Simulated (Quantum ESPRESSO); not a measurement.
# One change at a time to Mo2PtTiV4

Calculated results; nothing here was measured. They come from Quantum ESPRESSO 7.5, a public plane-wave density functional program. Each row is one single-point run on a made-up periodic cell of eight metal atoms, with elements, volume, strain and displacements drawn at random and not relaxed, so a cell may be unstable or far from any real phase. There is no spin polarisation or spin-orbit coupling.

Settings: PBE unless stated; PseudoDojo standard norm-conserving files; Fermi-Dirac width 0.25 eV, which means electrons at about 2900 K; cutoff 1143 eV; 6 x 6 x 5 k mesh shifted half a step off Gamma. E is the free energy of the whole cell (internal energy minus TS), so a -TS column is already part of it. Stress is positive in tension, and the pressure P is minus a third of its trace.

Checks: one run of this series was repeated at a higher cutoff and on a denser mesh, which moved values by no more than 0.003 eV, 0.02 GPa and 0.003 eV/Å, and a second program with other atomic files agreed on it to 2 % rms in force and 0.5 GPa in pressure. Known limits: heavy elements are run without spin-orbit coupling, which real alloys of them have; a spin test at this wide smearing found no moment, but such smearing suppresses magnetism that the real alloy may have.

The lattice is hexagonal close-packed, and the cell vectors in Å are (2.723, 0.000, 4.321); (2.723, 0.000, -4.321); (-2.723, 4.716, 0.000), a volume of 110.98 Å³ in run 1. The elements on sites 1 to 8 are V Ti V V Mo Mo V Pt. Each later run makes one change to run 1 and keeps the rest. E is counted from run 1, and is n/a where other atomic files have another zero of energy.

```
run,change,V (Å³),P (GPa),-TS (eV),rms force (eV/Å),largest change of a force component (eV/Å),E (eV)
1,none,110.98,21.65,-2.324,0.960,0.000,0.000
2,sites 2 and 7 exchanged,110.98,21.66,-2.308,0.948,0.592,-0.066
3,all lengths scaled by -1.09 %,107.39,30.97,-2.244,1.090,0.385,?
4,PBEsol in place of PBE,110.98,13.63,-2.320,0.904,0.153,n/a
5,Ta on site 3,110.98,32.91,-2.145,1.051,0.988,n/a
6,site 6 moved by +0.20 Å along z,110.98,23.09,-2.247,1.298,2.335,0.234
```

## Worked estimate

Along a uniform scaling dE = -P dV. The mean of the two pressures is 26.310 GPa and the volume changes by -3.59 Å³, with 160.2 GPa to one eV/Å³. The same two rows give -V dP/dV = 283 GPa for this cell with clamped atoms, which is not the bulk modulus of a real alloy.

## Withheld value

Question: what E should run 3 give?

The estimate is 0.590 eV. The calculation gave 0.588 eV.
